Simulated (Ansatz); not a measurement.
GaSb (zinc blende)

```yaml
crystal:
  lattice:
    - [0.00000, 3.06622, 3.06622]
    - [3.06622, 0.00000, 3.06622]
    - [3.06622, 3.06622, 0.00000]
  atoms:
    - { symbol: Sb, position: [0.25000, 0.25000, 0.25000] }
    - { symbol: Ga, position: [0.00000, 0.00000, 0.00000] }
```

The slice is a {100} plane (indices of the conventional cell) through the point (0.000, 0.000, 0.000) (fractional), spanned by u = [100] and v = [0 1 -1] in vectors of this cell: u (4.34 Å) and v (4.34 Å, at 90° to u). It covers one period; positions are fractions (u, v).

The numbers are results of r2SCAN (plane waves to 500 eV, PAW, scalar-relativistic; Ansatz, a first-principles code), not measurements. k mesh 13×13×13. These are valence fields of a PAW run, semicore shells included where kept as valence: close to a nucleus they are smooth pseudo fields. GaSb was relaxed with its symmetry unable to fall. Spin-orbit coupling is left out, though Sb is heavy.

Task: Sketch the density of the lowest conduction band (whole band as if filled, smooth part) on this plane as a map.

Result: 
| v \ u | 0.00 | 0.09 | 0.19 | 0.28 | 0.38 | 0.47 | 0.56 | 0.66 | 0.75 | 0.84 | 0.94 |
|---|---|---|---|---|---|---|---|---|---|---|---|
| 0.88 | 0.120 | 0.103 | 0.066 | 0.033 | 0.025 | 0.029 | 0.028 | 0.025 | 0.041 | 0.080 | 0.112 |
| 0.75 | 0.051 | 0.045 | 0.032 | 0.024 | 0.023 | 0.026 | 0.025 | 0.023 | 0.026 | 0.037 | 0.048 |
| 0.62 | 0.025 | 0.025 | 0.025 | 0.023 | 0.022 | 0.022 | 0.022 | 0.022 | 0.023 | 0.025 | 0.025 |
| 0.50 | 0.030 | 0.030 | 0.029 | 0.025 | 0.022 | 0.021 | 0.021 | 0.023 | 0.026 | 0.029 | 0.030 |
| 0.38 | 0.025 | 0.025 | 0.025 | 0.023 | 0.022 | 0.022 | 0.022 | 0.022 | 0.023 | 0.025 | 0.025 |
| 0.25 | 0.051 | 0.045 | 0.032 | 0.024 | 0.023 | 0.026 | 0.025 | 0.023 | 0.026 | 0.037 | 0.048 |
| 0.12 | 0.120 | 0.103 | 0.066 | 0.033 | 0.025 | 0.029 | 0.028 | 0.025 | 0.041 | 0.080 | 0.112 |
| 0.00 | 0.174 | 0.139 | 0.084 | 0.038 | 0.025 | 0.029 | 0.028 | 0.026 | 0.051 | 0.102 | 0.157 |

Values: density of the lowest conduction band (whole band as if filled, smooth part) in e/Å³.
